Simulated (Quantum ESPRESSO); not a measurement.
Inputs of pw.x and gipaw.x (a modified build of Quantum ESPRESSO, PBE) for KCl; the starting potential comes from an earlier run on another mesh:

```
&CONTROL
  calculation = 'scf'
  prefix = 'x'
  pseudo_dir = './pseudo'
  outdir = './out'
  tprnfor = .true.
/
&SYSTEM
  ibrav = 0
  nat = 2
  ntyp = 2
  ecutwfc = 50
  ecutrho = 200
  occupations = 'fixed'
  nbnd = 8
/
&ELECTRONS
  conv_thr = 1e-11
  startingpot = 'file'
/
ATOMIC_SPECIES
K 39.098 K.GGA_PBE-JTH.UPF
Cl 35.450 Cl.GGA_PBE-JTH.UPF
CELL_PARAMETERS angstrom
    0.000000000000     3.141870000000     3.141870000000
    3.141870000000     0.000000000000     3.141870000000
    3.141870000000     3.141870000000     0.000000000000
ATOMIC_POSITIONS crystal
K      0.000000000000     0.000000000000     0.000000000000
Cl     0.500000000000     0.500000000000     0.500000000000
K_POINTS automatic
4 4 4 1 1 1
```

```
&INPUTGIPAW
  job = 'nmr'
  prefix = 'x'
  tmp_dir = './out/'
  restart_mode = 'from_scratch'
  pawproj(1) = .true.
  pawproj(2) = .true.
  use_nmr_macroscopic_shape = .false.
/
```

The geometry is a computed Materials Project entry, not a measured one. It is KCl in Fm-3m. Stability against distortions was not tested.

Question: Give the final section of the GIPAW output.

Answer: 
```
     f-sum rule (should be   -16.5073):
           -16.5071          0.0000          0.0000
             0.0000        -16.5071         -0.0000
             0.0000         -0.0000        -16.5071

     Total NMR chemical shifts in ppm: ---------------------------------------
     (adopting the Simpson convention for anisotropy and asymmetry)-----------

     Atom  1  K   pos: (  0.000000  0.000000  0.000000)  Total sigma:        1148.62
          1148.6155         -0.0000         -0.0000
            -0.0000       1148.6155         -0.0000
            -0.0000         -0.0000       1148.6155

     K       1    anisotropy:      0.00    eta:    0.0000
     K       1    sigma_11=   1148.62
     K       1    sigma_22=   1148.62
     K       1    sigma_33=   1148.62

     Atom  2  Cl  pos: (  0.707107  0.707107  0.707107)  Total sigma:         902.64
           902.6365          0.0000          0.0000
             0.0000        902.6365          0.0000
             0.0000          0.0000        902.6365

     Cl      2    anisotropy:      0.00    eta:    0.0000
     Cl      2    sigma_11=    902.64
     Cl      2    sigma_22=    902.64
     Cl      2    sigma_33=    902.64
```
The printed anisotropy is 3/2 (σ_33 − σ_iso) in the program's own order; the axes are left out here. All sites are cubic, so the anisotropy vanishes by symmetry. Shieldings are absolute and leave out the bulk-susceptibility term; a larger σ means a smaller chemical shift. By our sweeps, such settings leave a few ppm in absolute σ. No d partial waves on Cl: the paramagnetic term there is incompletely reconstructed.
